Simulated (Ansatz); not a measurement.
A generated cell, not matched to a known phase here, of Cs2S3: P-3m1 (No. 164), hP5; a = b = 4.1707 Å, c = 10.9531 Å, α = β = 90.00°, γ = 120.00°; Cs 2d (0.333, 0.667, 0.203); S 1a (0.000, 0.000, 0.000); S 2d (0.667, 0.333, 0.478). All values below come from PBEsol (plane waves to 420 eV, PAW, scalar-relativistic; Ansatz, an electronic-structure program). Element references, the lowest calculated here: Cs (Im-3m), S (Fddd).

Task: Estimate the formation energy of this P-3m1 form of Cs2S3 from the elements that PBEsol returns for this input.

Result: -0.35 eV/atom.

A lower structure of this composition may exist.

Static energies, no anion corrections, no zero-point energy. Values are rounded to 0.01 eV/atom. Not shown to be the ambient phase of their composition (a lower form may be missing, and a cell relaxed within its start's symmetry can be a saddle point): Cs2S3 (P-3m1). Spin state reached: ferromagnetic (net 0.11 μB/atom); other spin orders were not run from this start.
